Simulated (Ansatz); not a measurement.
Al (dhcp (α-La type), P6_3/mmc) at seven volumes, plane-wave PAW r²SCAN (Ansatz code), shape and atoms relaxed at each. One row is withheld.

| V (Å³/atom) | P (GPa) |
|---|---|
| 14.543 | 10.45 |
| 15.023 | 6.40 |
| 15.502 | 2.95 |
| 15.982 | 0.00 |
| 16.461 | ? |
| 16.941 | -4.66 |
| 17.420 | -6.47 |

### Question
Fit the shown pressures and predict the withheld one.

### Answer
P = (3/2)B₀(x^(7/2) − x^(5/2))[1 + (3/4)(B′ − 4)(x − 1)] with x = (V₀/V)^(2/3). Least squares on the six rows gives V₀ = 15.982 Å³/atom, B₀ = 90.4 GPa, B′ = 4.29. At V = 16.461, x = 0.9805 and P = -2.51 GPa. The run itself gave -2.52 GPa.

The workflow started from a Materials Project entry (that database holds measured and hypothetical structures alike); the Crystallography Open Database copy checked does not list it. It is not the phase usual at ambient conditions (space group No. 225). Symmetry was held in the r²SCAN relaxation; of distortions, only those at the zone centre were tested.

Potentials: the later of the program's two PAW sets.
